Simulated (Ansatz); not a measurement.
**Cold compression of ZrC**

```
Zr C
1.0
     0.00000    2.35643    2.35643
     2.35643    0.00000    2.35643
     2.35643    2.35643    0.00000
Zr C
1 1
Direct
  0.00000 0.00000 0.00000
  0.50000 0.50000 0.50000
```

The base volume is that of a database entry, with shape and atoms relaxed on PAW files at held volume, so it needn't be at zero pressure; the structure needn't be the stable phase, at rest or compressed.

Its volume is scaled, and at each volume shape and atoms are relaxed on PAW files; all methods then take that cell.

Computed with Ansatz 0.2.0; functional PBEsol, scalar-relativistic. Settings: a Γ-centred 13×13×13 k mesh, Fermi–Dirac smearing of 0.05 eV, no spin polarisation. Methods: LAPW: all electrons, basis error target 1 meV/atom; PAW: frozen-core files, cutoff 420 eV; crystal datasets: all electrons, by PAW datasets that the program makes for each cell.

Energies are extrapolated to zero smearing and count from the unscaled cell; pressure is positive in compression; gaps take the mesh and a band path. No temperature or zero-point motion is included.

The PAW files were made under PBE.

```tsv
V/V0	V (Å³/atom)	P LAPW (GPa)	ΔE LAPW (eV/atom)	P PAW − LAPW (GPa)	ΔE PAW − LAPW (meV/atom)	space group	shortest distance (Å)
1.00	13.08	-6.19	0.000	-0.06	0.0	Fm-3m	2.356
0.75	9.81	102.5	0.746	0.03	-0.5	Fm-3m	2.141
0.65	8.51	209.1	?	0.10	-0.1	Fm-3m	2.041
0.50	6.54	542.1	6.281	0.36	2.5	Fm-3m	?
```

Task: Give the missing entry: row "0.50", column "shortest distance (Å)".

Result: 1.870.

Task: Give the missing entry: row "0.65", column "ΔE LAPW (eV/atom)".

Result: 1.976.

Task: At the smallest volume, how far do crystal datasets lie from LAPW in pressure?

Result: crystal datasets: 0.00 GPa, on a LAPW pressure of 542.1 GPa.

Task: How do the Löwdin populations by LAPW change from the unscaled cell to the last row?

Result: Zr 4s 1.94 → 1.83, Zr 5s 0.45 → 0.39, Zr 4p 5.98 → 5.83, Zr 4d 2.87 → 3.80, C 2s 1.35 → 1.09, C 2p 3.38 → 3.05 electrons an atom. These are projections on the shells that the free atoms fill; 0.04 e a cell lies outside them at the start and 0.04 e at the end.
